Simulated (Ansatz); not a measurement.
Relaxation of a relaxed W cell, doubled along one cell vector, shaken by Gaussian noise of σ = 0.08 Å a coordinate; 2 atoms in the cell, which starts as P-1 (No. 2), aP2; a = b = 2.7452 Å, c = 4.4828 Å, α = β = 90.00°, γ = 109.47°. Calculation: r2SCAN (plane waves to 500 eV, PAW, scalar-relativistic; Ansatz, a first-principles code). Γ-centred k-mesh 7×14×14 on the run's cell (coarser than for final values), Fermi–Dirac smearing 0.05 eV. This is the first round of the run. 

The optimiser's lines from the output (shortened; P is positive under compression):

```
relax step   1: F+E_penalty+E_count = -20796.42511484 eV  Δ(F+E_penalty+E_count) = +0.000e0 eV  max|allowed force component| = 9.336e-1 eV/Å  Δτ_max = 0.0000 Å  P = +1.117 GPa  Ω = 31.850 Å³  (7 SCF iters, dr2 threshold 1.00e-7 eV, accepted)
relax step   2: F+E_penalty+E_count = -20796.24697860 eV  Δ(F+E_penalty+E_count) = +1.781e-1 eV  max|allowed force component| = 1.788e0 eV/Å  Δτ_max = 0.1986 Å  P = +1.028 GPa  Ω = 31.930 Å³  (7 SCF iters, dr2 threshold 2.00e-7 eV, rejected (line search))
relax step   3: F+E_penalty+E_count = -20796.49645943 eV  Δ(F+E_penalty+E_count) = -7.134e-2 eV  max|allowed force component| = 1.315e-1 eV/Å  Δτ_max = 0.0782 Å  P = -1.534 GPa  Ω = 32.032 Å³  (10 SCF iters, accepted)
relax step   4: F+E_penalty+E_count = -20796.50353974 eV  Δ(F+E_penalty+E_count) = -7.080e-3 eV  max|allowed force component| = 8.456e-2 eV/Å  Δτ_max = 0.0102 Å  P = +1.472 GPa  Ω = 31.731 Å³  (5 SCF iters, dr2 threshold 2.00e-7 eV, accepted)
relax step   5: F+E_penalty+E_count = -20796.50485919 eV  Δ(F+E_penalty+E_count) = -1.319e-3 eV  max|allowed force component| = 8.865e-3 eV/Å  Δτ_max = 0.0059 Å  P = -0.078 GPa  Ω = 31.882 Å³  (6 SCF iters, dr2 threshold 2.00e-7 eV, accepted)
relax step   6: F+E_penalty+E_count = -20796.50487929 eV  Δ(F+E_penalty+E_count) = -2.010e-5 eV  max|allowed force component| = 1.144e-4 eV/Å  Δτ_max = 0.0010 Å  P = +0.000 GPa  Ω = 31.874 Å³  (5 SCF iters, dr2 threshold 8.81e-8 eV, accepted)
relax step   7: F+E_penalty+E_count = -20796.50488314 eV  Δ(F+E_penalty+E_count) = -3.855e-6 eV  max|allowed force component| = 1.241e-4 eV/Å  Δτ_max = 0.0000 Å  P = +0.000 GPa  Ω = 31.874 Å³  stress off target by 2.09e-3 GPa  SCF on the basis re-selected at this cell (its energy is not comparable with the rows above)  (5 SCF iters)
```

From the first to the last row the energy changes by -0.04 eV/atom and the volume by +0.1 %. The last row is marked as not comparable with the walk above it, whose basis was carried along; it does compare with step 1, since both stand on a basis selected at the nominal cutoff for their own cell.

Step 2 was rejected by the optimiser.

Later rounds, restarted from the end of this one on a renewed k-mesh, logged 4 more steps and released under 0.01 eV/atom more. The final structure after all rounds: Im-3m (No. 229), cI2, bcc (W type); a = b = c = 3.170 Å, α = β = γ = 90.00°. No spin polarisation in the result.

The run could not lose the symmetry of its start.
